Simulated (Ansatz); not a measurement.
**GaN at 20 GPa: from Born charge to LO–TO splitting and polaron coupling**

Computed with Ansatz, DFT LDA, scalar-relativistic, plane waves, PAW. Settings: 420 eV plane-wave cutoff, Γ-centred 12×12×12 mesh, fixed occupations. No spin polarisation. Phonons by linear response, acoustic sum rule imposed.

The cell, relaxed at 20 GPa:
```
Ga N
1.0
     0.00000    2.16720    2.16720
     2.16720    0.00000    2.16720
     2.16720    2.16720    0.00000
Ga N
1 1
Cartesian
  0.0000 0.0000 0.0000
  3.2508 3.2508 3.2508
```

Other phases may be more stable at this pressure.

Linear response gives ν_TO = 624.6 cm⁻¹, Born charges ±2.593 e (positive on Ga) and ε∞ = 5.400. The primitive cell holds 20.358 Å³, and the masses are 69.723 and 14.007 amu.

Q: Find ν_LO and the static dielectric constant.

A: The long-wave field adds a restoring force: ω_LO² − ω_TO² = Z*²e²/(ε_vac ε∞ μV). In these units ν_LO² − ν_TO² = 4.92064×10⁷ Z*²/(μ V ε∞) cm⁻², with μ = m₁m₂/(m₁ + m₂) = 11.664 amu: 258003 cm⁻². So ν_LO = √(624.6² + 258003) = 805.0 cm⁻¹, and the run gives 805.0. Lyddane–Sachs–Teller then gives ε0 = ε∞ (ν_LO/ν_TO)² = 8.97, against 8.97 in the run (it forms both from the same three quantities, so the match checks the arithmetic only). Between ν_TO and ν_LO the dielectric function is negative and an undamped crystal reflects fully: a reststrahlen band from 12.4 to 16.0 μm.

Q: What do the Clausius–Mossotti polarisability and the Szigeti charge come to?

A: With the Lorentz local field, α = (3V/4π)(ε∞ − 1)/(ε∞ + 2) = 2.89 Å³ for the pair, and e_S = 3Z*/(ε∞ + 2) = 1.05 e. The Born charge includes the electrons' response to the dipole's own local field, and e_S takes that enhancement out. The Lorentz field assumes point-like polarisable ions, a poor picture once ε∞ is this large, since the electron clouds then overlap or are shared, so both numbers are formal here.

Q: How strongly does a slow electron couple to the LO mode?

A: For one isotropic parabolic band, Fröhlich's constant is α_F = (1/ε∞ − 1/ε0) √(m* Ry/ħω_LO), with Ry = 13.606 eV, ħω_LO = 99.8 meV and m* in free-electron masses: α_F = 0.0737 × 11.68 × √m* = 0.86 √m*. The band mass isn't part of this run; for m* = 0.1, 0.3 and 1 it gives 0.27, 0.47, 0.86. In weak coupling the polaron lies α_F ħω_LO below the band edge (47 meV at m* = 0.3) with a mass m*(1 + α_F/6); past α_F of about 5 or 6 that expansion fails. A semilocal functional's ε∞ tends to be too large, which taken alone lowers α_F.

This zinc-blende form isn't the usual stable structure of the compound at low pressure.

Cost: 1 run of about 2.6 core-minutes, on Intel Xeon Processor @ 2.50GHz (Skylake/Cascade Lake) (shared hosts).